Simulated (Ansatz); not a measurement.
Y3GaC:
```
Y3GaC
1.0
    4.85472     0.00000     0.00000
    0.00000     4.85472     0.00000
    0.00000     0.00000     4.85472
Y Ga C
3 1 1
Direct
  0.50000   0.00000   0.50000
  0.00000   0.50000   0.50000
  0.50000   0.50000   0.00000
  0.00000   0.00000   0.00000
  0.50000   0.50000   0.50000
```

Relaxed with r²SCAN. Special points in fractions of this cell's reciprocal vectors: Γ (0.000, 0.000, 0.000); X (0.000, 0.500, 0.000); M (0.500, 0.500, 0.000); R (0.500, 0.500, 0.500).

Q: List the band energies nearest the Fermi level at these points for r²SCAN (plane waves, PAW; program Ansatz).

A: In eV from the Fermi level; about four levels below and three above (degenerate sets whole), none deeper than 8.9 eV; points with the same levels are listed once.

| k | below | above |
|---|---|---|
| Γ | -0.46 -0.46 -0.46 -0.37 -0.37 | 0.06 0.06 0.06 |
| X | -0.97 -0.97 -0.44 -0.44 | 0.54 1.00 2.37 |
| M | -1.55 -1.28 -1.28 -0.72 | 1.95 1.95 2.25 2.25 |
| R | -3.59 -3.59 -3.59 -0.48 -0.48 -0.48 | 1.70 1.70 1.70 |

Space group Pm-3m (anti-perovskite). The first step of the workflow began from a Materials Project structure, measured or hypothetical; the Crystallography Open Database copy checked does not list it. Whether it is the stable phase at ambient conditions was not checked. Symmetry was held in the r²SCAN relaxation; its stability against distortions is not shown here. No spin polarisation was allowed. Spin–orbit coupling is left out wherever it is not named.

Potentials: the later of the program's two PAW sets.
